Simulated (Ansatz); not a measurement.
An Ansatz (a first-principles code) run. Input:

Ansatz 0.2 input:
```yaml
crystal:
  lattice:
    - [0.0, 2.0200319527, 2.0200319527]
    - [2.0200319527, 0.0, 2.0200319527]
    - [2.0200319527, 2.0200319527, 0.0]
  atoms:
    - { symbol: Al, position: [0.0, 0.0, 0.0] }
kpoints:
  mp_grid: { grid: [36, 36, 36] }
hamiltonian:
  xc: pbe
  pseudopotentials: { kind: paw }
scf:
  occupations: { method: fermi_dirac, width: 0.1 }
elastic: { mode: relaxed_ion, stencil: two_point, amplitude: 0.005, f_tol: 0.0005 }
```

Output (shortened):

```
Pseudopotential: Al, paw, valence charge 3
Functional definition: PBE
Crystal: 1 atoms, lattice volume = 16.486 Å³
Basis set: ecut = 420 eV, 331 PW (Γ), exchange–correlation on 40×40×40 points (8 copies of the dense FFT grid, shifted against one another)
Bands: 6, of which v1, the nominal top of the filled ones, is band 2 counted from 1 (1 counted from 0)
Symmetry: 48 space group operations
Space group: Fm-3m (ITA 225), of the structure as read, at distance tolerance 2.5e-5 Å
k-points: 1240 of 46656
SCF iter   1: F=—  HF=-537.509371 eV  |F-HF|=—  |Δ(HF+E_count)|=         —  Δρ=4.61e-4  dr2=9.78e-6  ethr=1.77e-3  ⟨swp⟩=4.7  Hψ=62843  notcnv=0
preconditioner: auto → none
SCF iter   2: F=—  HF=-537.509414 eV  |F-HF|=—  |Δ(HF+E_count)|=   4.31e-5  Δρ=2.38e-4  dr2=2.72e-6  ethr=3.26e-7  ⟨swp⟩=2.0  Hψ=19069  notcnv=0
SCF iter   3: F=—  HF=-537.509424 eV  |F-HF|=—  |Δ(HF+E_count)|=   1.03e-5  Δρ=1.54e-5  dr2=4.22e-8  ethr=9.08e-8  ⟨swp⟩=2.0  Hψ=8992  notcnv=0
SCF iter   4: F=—  HF=-537.509424 eV  |F-HF|=—  |Δ(HF+E_count)|=   2.96e-8  Δρ=5.74e-6  dr2=5.75e-9  ethr=1.41e-9  ⟨swp⟩=1.0  Hψ=7140  notcnv=0
SCF iter   5: F=—  HF=-537.509424 eV  |F-HF|=—  |Δ(HF+E_count)|=   1.13e-9  Δρ=8.89e-7  dr2=1.51e-10  ethr=1.92e-10  ⟨swp⟩=1.0  Hψ=7140  notcnv=0
SCF iter   6: F=—  HF=-537.509424 eV  |F-HF|=—  |Δ(HF+E_count)|=  3.44e-11  Δρ=1.89e-7  dr2=6.84e-12  ethr=5.04e-12  ⟨swp⟩=1.0  Hψ=7140  notcnv=0
SCF iter   7: F=-537.509424 eV  HF=-537.509424 eV  |F-HF|=1.14e-13  |Δ(HF+E_count)|=  1.93e-12  Δρ=1.24e-8  dr2=2.79e-14  ethr=1.00e-12  ⟨swp⟩=3.6  Hψ=25551  notcnv=0
SCF 1 converged in 7 iterations: F = -537.509424 eV  dr2 = 2.79e-14
Crystal: 1 atoms, lattice volume = 16.403 Å³
Symmetry: 16 space group operations
k-points: 3349 of 46656
iter 1 solved again at ethr=1.13e-7 eV; its pass at ethr=3.10e-3 eV (dr2=3.39e-6 eV) is discarded
SCF iter   1: F=—  HF=-537.509221 eV  |F-HF|=—  |Δ(HF+E_count)|=         —  Δρ=1.53e-4  dr2=3.58e-6  ethr=1.13e-7  ⟨swp⟩=2.1  Hψ=190270  notcnv=0  defer=38
preconditioner: auto → none
SCF iter   2: F=—  HF=-537.509241 eV  |F-HF|=—  |Δ(HF+E_count)|=   1.99e-5  Δρ=7.54e-5  dr2=8.53e-7  ethr=1.13e-7  ⟨swp⟩=1.0  Hψ=19324  notcnv=0  defer=38
SCF iter   3: F=—  HF=-537.509240 eV  |F-HF|=—  |Δ(HF+E_count)|=   8.16e-7  Δρ=1.20e-6  dr2=1.31e-10  ethr=2.84e-8  ⟨swp⟩=1.0  Hψ=19324  notcnv=0  defer=38
SCF iter   4: F=—  HF=-537.509240 eV  |F-HF|=—  |Δ(HF+E_count)|=  8.03e-10  Δρ=1.64e-7  dr2=2.04e-12  ethr=4.38e-12  ⟨swp⟩=2.0  Hψ=24899  notcnv=0  defer=38
SCF iter   5: F=-537.509240 eV  HF=-537.509240 eV  |F-HF|=0.00e0  |Δ(HF+E_count)|=  1.71e-12  Δρ=6.99e-9  dr2=3.91e-15  ethr=1.00e-12  ⟨swp⟩=4.0  Hψ=45221  notcnv=0
SCF 2 converged in 5 iterations: F = -537.509240 eV  dr2 = 3.91e-15
Crystal: 1 atoms, lattice volume = 16.568 Å³
iter 1 solved again at ethr=2.10e-10 eV; its pass at ethr=3.10e-3 eV (dr2=6.30e-9 eV) is discarded
SCF iter   1: F=—  HF=-537.509290 eV  |F-HF|=—  |Δ(HF+E_count)|=         —  Δρ=6.32e-6  dr2=5.94e-9  ethr=2.10e-10  ⟨swp⟩=1.9  Hψ=191814  notcnv=0  defer=34
preconditioner: auto → none
SCF iter   2: F=—  HF=-537.509314 eV  |F-HF|=—  |Δ(HF+E_count)|=   2.41e-5  Δρ=2.94e-6  dr2=1.26e-9  ethr=1.98e-10  ⟨swp⟩=2.0  Hψ=24500  notcnv=0  defer=34
SCF iter   3: F=—  HF=-537.509314 eV  |F-HF|=—  |Δ(HF+E_count)|=  1.82e-10  Δρ=2.10e-7  dr2=3.45e-12  ethr=4.19e-11  ⟨swp⟩=1.0  Hψ=19327  notcnv=0  defer=34
SCF iter   4: F=—  HF=-537.509314 eV  |F-HF|=—  |Δ(HF+E_count)|=  2.39e-12  Δρ=8.49e-8  dr2=4.49e-13  ethr=1.00e-12  ⟨swp⟩=4.0  Hψ=45125  notcnv=0
SCF iter   5: F=-537.509314 eV  HF=-537.509314 eV  |F-HF|=1.14e-13  |Δ(HF+E_count)|=  5.68e-13  Δρ=1.76e-9  dr2=3.05e-16  ethr=1.00e-12  ⟨swp⟩=3.6  Hψ=43088  notcnv=0
SCF 3 converged in 5 iterations: F = -537.509314 eV  dr2 = 3.05e-16
Crystal: 1 atoms, lattice volume = 16.485 Å³
Symmetry: 8 space group operations
k-points: 6346 of 46656
iter 1 solved again at ethr=4.19e-7 eV; its pass at ethr=3.10e-3 eV (dr2=1.26e-5 eV) is discarded
SCF iter   1: F=—  HF=-537.509356 eV  |F-HF|=—  |Δ(HF+E_count)|=         —  Δρ=2.46e-4  dr2=1.22e-5  ethr=4.19e-7  ⟨swp⟩=1.2  Hψ=352260  notcnv=0  defer=60
preconditioner: auto → none
SCF iter   2: F=—  HF=-537.509376 eV  |F-HF|=—  |Δ(HF+E_count)|=   2.01e-5  Δρ=9.80e-5  dr2=1.94e-6  ethr=4.08e-7  ⟨swp⟩=1.0  Hψ=36670  notcnv=0  defer=60
SCF iter   3: F=—  HF=-537.509376 eV  |F-HF|=—  |Δ(HF+E_count)|=   5.44e-7  Δρ=2.31e-6  dr2=3.49e-10  ethr=6.45e-8  ⟨swp⟩=1.0  Hψ=36670  notcnv=0  defer=60
SCF iter   4: F=—  HF=-537.509376 eV  |F-HF|=—  |Δ(HF+E_count)|=   3.26e-8  Δρ=6.20e-7  dr2=3.53e-11  ethr=1.16e-11  ⟨swp⟩=2.0  Hψ=47146  notcnv=0  defer=60
SCF iter   5: F=—  HF=-537.509376 eV  |F-HF|=—  |Δ(HF+E_count)|=  1.53e-11  Δρ=7.84e-8  dr2=1.04e-12  ethr=1.18e-12  ⟨swp⟩=2.0  Hψ=46090  notcnv=0  defer=60
SCF iter   6: F=-537.509376 eV  HF=-537.509376 eV  |F-HF|=2.27e-13  |Δ(HF+E_count)|=  1.14e-13  Δρ=6.62e-9  dr2=7.22e-15  ethr=1.00e-12  ⟨swp⟩=3.5  Hψ=79266  notcnv=0
SCF 4 converged in 6 iterations: F = -537.509376 eV  dr2 = 7.22e-15
Crystal: 1 atoms, lattice volume = 16.485 Å³
iter 1 solved again at ethr=2.20e-11 eV; its pass at ethr=3.10e-3 eV (dr2=6.60e-10 eV) is discarded
SCF iter   1: F=—  HF=-537.509352 eV  |F-HF|=—  |Δ(HF+E_count)|=         —  Δρ=2.25e-6  dr2=6.68e-10  ethr=2.20e-11  ⟨swp⟩=1.9  Hψ=360214  notcnv=0  defer=67
preconditioner: auto → none
SCF iter   2: F=—  HF=-537.509376 eV  |F-HF|=—  |Δ(HF+E_count)|=   2.34e-5  Δρ=1.17e-6  dr2=1.70e-10  ethr=2.20e-11  ⟨swp⟩=2.0  Hψ=47420  notcnv=0  defer=67
SCF iter   3: F=—  HF=-537.509376 eV  |F-HF|=—  |Δ(HF+E_count)|=  6.25e-11  Δρ=1.60e-7  dr2=1.56e-12  ethr=5.66e-12  ⟨swp⟩=1.0  Hψ=36861  notcnv=0  defer=67
SCF iter   4: F=—  HF=-537.509376 eV  |F-HF|=—  |Δ(HF+E_count)|=  1.14e-12  Δρ=7.58e-8  dr2=3.28e-13  ethr=1.00e-12  ⟨swp⟩=4.0  Hψ=85407  notcnv=0
SCF iter   5: F=-537.509376 eV  HF=-537.509376 eV  |F-HF|=1.14e-13  |Δ(HF+E_count)|=  7.96e-13  Δρ=2.91e-9  dr2=4.46e-16  ethr=1.00e-12  ⟨swp⟩=3.3  Hψ=77563  notcnv=0
SCF 5 converged in 5 iterations: F = -537.509376 eV  dr2 = 4.46e-16
SCF converged after 7 iterations
Free energy (F): -537.509424 eV
Harris-Foulkes:  -537.509424 eV  (|F-HF|=1.14e-13)
Internal energy: -537.496369 eV  (E = F + TS)
E sigma→0 (E₀):  -537.502896 eV
Entropy (-TS):   -0.013055 eV (-13.055 meV/atom)
Fermi energy:    7.957502 eV
--- Per-component energies (eV) ---
  E_band       = 10.594139
  E_kinetic    = 22.782760
  E_local      = 9.911403  (includes V_loc(G=0)·N_el)
  E_nonlocal   = 10.315081
  E_hartree    = 0.103905
  E_xc         = -39.736324
  E_vxc        = -28.963058  (∫ρ·V_xc dr)
  E_paw        = -467.336795  (= ΣΔE_a)
  E_vpaw       = -3.659857  (= ΣTr[D̂ρ^β])
  E_aug_tail   = -0.000002  (compensation charges beyond the density's cutoff)
  E_ewald      = -73.536398
  E_smearing   = -0.013055  (= −TS)
  E_closure    = 0.000000  (closes the sum)
  Σ components = -537.509424   (vs F -537.509424, Δ=0.00e0)
  [band-id]    e_kinetic+e_local+e_nonlocal+2·e_hartree+e_vxc+e_vpaw+e_augmentation_tail = 10.594139   (vs E_band 10.594139, Δ=-8.16e-8)
--- Forces (eV/Å), atoms counted from 1 ---
  atom   1  Al     0.00000000     0.00000000     0.00000000
  max |Σ_I F_I| component: 0.0 eV/Å
--- Stress (GPa, compression-positive) ---
        0.068298       0.000000       0.000000
        0.000000       0.068298       0.000000
        0.000000       0.000000       0.068298
  P = ⅓ Tr σ = 0.0683 GPa (0.683 kbar)
--- Band table (eV; the first three rows and the last of 1240) ---
  k-point 0: bands = ["-3.1799", "20.4798", "20.4798", "20.4798", "22.0804", "22.0804"]
  k-point 1: bands = ["-3.1589", "19.9781", "20.3941", "20.3941", "22.1986", "22.1986"]
  k-point 2: bands = ["-3.0960", "19.0084", "20.1906", "20.1906", "22.4986", "22.4986"]
  k-point 1239: bands = ["7.1067", "7.1067", "8.1167", "9.0664", "23.7101", "23.7101"]
--- Elastic constants: 2 strain directions × 2 members + reference (group order 48) ---
  dense FFT box of the reference and of every strained cell: 20×20×20
  strains applied: 11, 23; error gains: componentwise 1.00 (the most a stress slope's error grows in a printed constant), spectral 1.73 (1 for all six strains …
  C = ∂σ_k/∂η_j (tension-positive GPa; Voigt order 11 22 33 23 13 12):
       114.022     59.925     59.925      0.000      0.000      0.000
        59.925    114.022     59.925      0.000      0.000      0.000
        59.925     59.925    114.022      0.000      0.000      0.000
         0.000      0.000      0.000     37.203      0.000      0.000
         0.000      0.000      0.000      0.000     37.203      0.000
         0.000      0.000      0.000      0.000      0.000     37.203
  reference stress σ⁰ (GPa):     -0.068     -0.068     -0.068      0.000      0.000      0.000
  C* (energy form; C + prestress term) asymmetry max|C*_kj − C*_jk| = 3.553e-14 GPa — a small one proves nothing (zero by symmetry where the batch's group is …
  moduli (Voigt/Reuss/Hill, GPa): K = 77.96/77.96/77.96   G = 33.14/32.35/32.74   E = 86.17   ν = 0.316
  mechanically stable: yes (min eigenvalue of sym C = 37.20 GPa)
  where every solve meets its electron count the energy-path curvature estimates C_jj along a normal strain and C_jj − ¼(σ⁰_aa + σ⁰_bb) along a shear (ab), of …
  strain η (Voigt 11):  stress-route row diagonal C_11 = 114.02 GPa, energy-path curvature d²(F+E_count+ΔE)/dδ²/Ω₀ = 113.97 GPa
         δ    σ_11 (GPa)             F (eV)   n_scf  n_hpsi   n_pw
    -5.000e-3      -0.6480        -537.5092402       5  339218    332   relax 0 steps, max|allowed force component| 0.00e0 eV/Å
     5.000e-3       0.4922        -537.5093145       5  364028    334   relax 0 steps, max|allowed force component| 0.00e0 eV/Å
  strain η (Voigt 23):  stress-route row diagonal C_44 = 37.20 GPa, energy-path curvature d²(F+E_count+ΔE)/dδ²/Ω₀ = 37.30 GPa
         δ    σ_23 (GPa)             F (eV)   n_scf  n_hpsi   n_pw
    -5.000e-3      -0.1860        -537.5093758       6  674226    333   relax 0 steps, max|allowed force component| 0.00e0 eV/Å
     5.000e-3       0.1860        -537.5093758       5  683589    333   relax 0 steps, max|allowed force component| 0.00e0 eV/Å
```

Cost: about 6 core-minutes (a rough figure) on shared cores.

The PBE relaxation kept the symmetry of its start. As this level gives no gap, shear constants depend on the k-mesh and smearing (Fermi–Dirac, 0.1 eV here).

Potentials: the later of the program's two PAW sets.

Ansatz is a plane-wave DFT program.
